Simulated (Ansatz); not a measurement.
Task: Write an Ansatz input for a single-point calculation of EuRu3 with PBE+U (U_eff = 6 eV on Eu 4f) (scalar-relativistic), a cutoff of 420 eV (density cutoff 4 times that), a Γ-centred 3×3×3 mesh and Gaussian smearing of 0.05 eV, with collinear spin, starting moments 7.00, 0.00, 0.00, 0.00 μB on the atoms in order. Forces, stress and eigenvalues are wanted, and also Löwdin populations, the open shells' occupation matrices. The structure:
```
Eu Ru
1.0
     4.2530312861    0.0000000000    0.0000000000
     0.0000000000    4.2530312861    0.0000000000
     0.0000000000    0.0000000000    4.2530312861
Eu Ru
1 3
Direct
  0.0000000000 0.0000000000 0.0000000000
  0.0000000000 0.5000000000 0.5000000000
  0.5000000000 0.5000000000 0.0000000000
  0.5000000000 0.0000000000 0.5000000000
```

Result: 
```yaml
crystal:
  lattice:
    - [4.2530312861, 0.0, 0.0]
    - [0.0, 4.2530312861, 0.0]
    - [0.0, 0.0, 4.2530312861]
  atoms:
    - { symbol: Eu, position: [0.0, 0.0, 0.0], spin: 7.0 }
    - { symbol: Ru, position: [0.0, 0.5, 0.5] }
    - { symbol: Ru, position: [0.5, 0.5, 0.0] }
    - { symbol: Ru, position: [0.5, 0.0, 0.5] }
basis:
  ecutwfc: 420
  ecutrho_ratio: 4
kpoints:
  mp_grid: { grid: [3, 3, 3] }
hamiltonian:
  xc: pbe
  hubbard: { sites: [{ species: Eu, l: f, u_eff: 6.0 }] }
scf:
  occupations: { method: gaussian, width: 0.05 }
output:
  forces: true
  stress: true
  eigenvalues: true
  populations: true
  hubbard: { sites: [{ species: Eu, l: f }] }
magnetization:
  spin_polarized: true
```

Launched as:
```sh
ansatz run input.yaml --threads 2 --pin off --max-ram 2662MiB --backend cpu --events-out ev --progress --plain --runs-dir out
```

Run as written, it has 65 valence electrons, 1503 plane waves at Γ, 48 symmetry operations and 4 irreducible k-points; it took 35 SCF iterations in all. It ran for 16 s on 2 threads of Arm Neoverse V1, on a shared host, peak memory 0.41 GiB.

The structure was built from a prototype; whether the compound forms in it isn't claimed.
